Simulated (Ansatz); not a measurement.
Guessed and relaxed cells of HfB

The guess for HfB is a distorted database cell: HfB type (Fm-3m) distorted into a subgroup (R3m, No. 160) (cell multiple 2; largest shift (Å) 0.24).

start.cif

```cif
data_structure
_symmetry_space_group_name_H-M 'R3m:H'
_symmetry_Int_Tables_number 160
_cell_length_a 3.3817
_cell_length_b 3.3817
_cell_length_c 7.4393
_cell_angle_alpha 90.000
_cell_angle_beta 90.000
_cell_angle_gamma 120.000
_cell_volume 73.68
loop_
_atom_site_label
_atom_site_type_symbol
_atom_site_symmetry_multiplicity
_atom_site_Wyckoff_symbol
_atom_site_fract_x
_atom_site_fract_y
_atom_site_fract_z
_atom_site_occupancy
Hf1 Hf 3 a 0.33333 0.66667 0.13667 1
B1 B 3 a 0.33333 0.66667 0.69666 1
```

Theory: DFT PBE, scalar-relativistic, plane waves, PAW (Ansatz 0.2.0). Cutoff 420 eV, Gaussian smearing, Γ-centred meshes. Cell and atoms relax first on a coarse mesh and then on a finer one. In between, the cell is made exact in the group found at 0.06 Å. In metals the finer mesh still leaves noise of several meV/atom or more. The steps can't lower the symmetry of their start. No spin polarisation.

end.cif

```cif
data_structure
_symmetry_space_group_name_H-M 'Fm-3m'
_symmetry_Int_Tables_number 225
_cell_length_a 4.8341
_cell_length_b 4.8341
_cell_length_c 4.8341
_cell_angle_alpha 90.000
_cell_angle_beta 90.000
_cell_angle_gamma 90.000
_cell_volume 112.96
loop_
_atom_site_label
_atom_site_type_symbol
_atom_site_symmetry_multiplicity
_atom_site_Wyckoff_symbol
_atom_site_fract_x
_atom_site_fract_y
_atom_site_fract_z
_atom_site_occupancy
Hf1 Hf 4 b 0.50000 0.00000 0.00000 1
B1 B 4 a 0.00000 0.00000 0.00000 1
```

The symmetry goes from R3m (No. 160) to Fm-3m (No. 225). The end has the rock salt type. The volume per atom grows by 15.0 %, from 12.3 to 14.1 Å³. The shortest distance goes from 2.11 Å (Hf–B) to 2.42 Å (Hf–B). The energy falls by about 0.64 eV/atom (the start's value is from the coarse mesh).

| Quantity | Value |
| --- | --- |
| Volume per atom | 14.12 Å³ |
| Density | 11.13 g/cm³ |
| Formation energy | −0.42 eV/atom |
| Gap on the 20×20×20 mesh of the 2-atom cell | 0 eV (a metal) |

Energies over the elements count from the elements' standard structures at the same level, with no fitted energy shifts. It lies below the elements, which doesn't yet make it stable against other compounds or structures.

The last run used Gaussian smearing of 0.10 eV. Spin–orbit coupling, which can matter for Hf, is left out. The cell is a metal run without spin; a magnetic state may lie lower. A structure relaxed within its symmetry needn't be a true minimum. In all, the 3 runs took 47 s on 1 thread of Arm Neoverse V2 (shared host).
